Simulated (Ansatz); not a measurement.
## Na₈MgNi₂O₈: a ladder of calculations

Cell of run 1: a computed structure from the Materials Project (it need not be an observed phase), atoms as given.

```xyz
19
Lattice="5.7477 0.0000 0.0000 2.1746 5.4559 0.0000 1.3831 2.6059 8.3282" Properties=species:S:1:pos:R:3 pbc="T T T"
Na    6.4591    2.1632    1.4491
Na    4.5372    5.0479    1.2261
Na    3.5279    2.1828    2.5307
Na    7.4166    4.8811    2.5764
Na    7.2641    4.0060    5.3230
Na    3.7418    2.2866    6.1318
Na    2.6114    5.6088    7.0531
Na    4.7872    4.4664    7.6383
Mg    5.9271    1.7086    4.3896
Ni    4.8295    5.0744    4.1478
Ni    9.1180    7.9427    8.0935
O     4.4604    0.8011    0.9489
O     2.4742    3.7116    0.6277
O     3.7403    6.3020    3.1705
O     5.5552    3.4586    3.2999
O     3.7710    4.5175    5.4728
O     6.4554    6.0435    4.5588
O     2.7166    3.4771    7.8869
O     6.1768    2.2704    6.3245
```

Sites (sets of like atoms) are named by element and the number of their first atom in this list.

All runs are DFT with Ansatz 0.2.0 (plane waves and PAW, scalar-relativistic unless spin–orbit coupling is named, Γ-centred meshes, Fermi–Dirac smearing where given) in this cell. Start moments of run 1 as typed (μB): 3 on each Ni, none on the rest. Antiparallel start moments (μB): 0 0 0 0 0 0 0 0 0 3 -3 0 0 0 0 0 0 0 0 by atom.

Run 1: PBE, parallel start moments, atoms as given; 420 eV, 4×5×3 k-points, smearing 0.02 eV.
Run 2: r2SCAN, parallel start moments, atoms as given; 500 eV, 4×5×3 k-points, smearing 0.02 eV.
Run 3: PBE, antiparallel start moments, atoms as given; 420 eV, 4×5×3 k-points, smearing 0.02 eV.
Run 4: PBE+U, antiparallel start moments, atoms as given; 420 eV, 4×5×3 k-points, smearing 0.02 eV (U = 6.0 eV on Ni d).
Run 5: r2SCAN, antiparallel start moments, atoms as given; 500 eV, 4×5×3 k-points, smearing 0.02 eV.

```
run  Ni10 V_zz (η)  Ni11 V_zz (η)  O15 V_zz (η)  O16 V_zz (η)  O17 V_zz (η)  absolute moment (μB)
  1    5.31 (0.09)   -2.19 (0.81)   5.76 (0.30)   4.93 (0.11)   6.04 (0.41)                   6.0
  2    5.94 (0.13)   -2.26 (0.72)   5.49 (0.35)   5.22 (0.19)   5.61 (0.50)                   6.2
  3    5.31 (0.09)   -2.19 (0.81)   5.76 (0.30)   4.93 (0.11)   6.04 (0.41)                   6.0
  4              ?              ?             ?             ?             ?                     ?
  5    5.95 (0.13)   -2.26 (0.72)   5.49 (0.35)   5.22 (0.19)   5.61 (0.50)                   6.2
```

V_zz in 10²¹ V/m²; 5 of the 19 sets of like atoms are followed.

(1) Estimate the row of run 4.

Results:

(1) Ni10: 6.45 (0.40); Ni11: -3.50 (0.91); O15: 4.64 (0.43); O16: 7.15 (0.19); O17: 4.81 (0.68); absolute moment (μB): 6.0. It lies nearest to run 2, from whose tensors on these sites it differs by 2.43 at most (largest principal value of the difference, on O16). Taken one at a time, the Hubbard term moves the tensors on these sites by up to 2.68 (largest principal value of the change, on O16), the functional (r2SCAN with its higher cutoff) by 1.07 (Ni10), the magnetic start by 0.00.

With these PAW files V_zz is typically within 2 to 3 % of all-electron values, but misses above 10 % occur on Ni. The magnetic order is the one that the run reached from its start moments, not necessarily the measured one. In runs 1, 2, 5 the program didn't check the stability of the electronic state in full, so a lower one may lie near. In runs 1, 3 the gap is small for the k-mesh or the smearing, and small gradients can still move by 0.1 × 10²¹ V/m² or more. In run 4 the atoms aren't at the calculated equilibrium (largest force 0.47 eV/Å). Runs 1, 2: The moments were started parallel, and the run ended with some of them reversed.
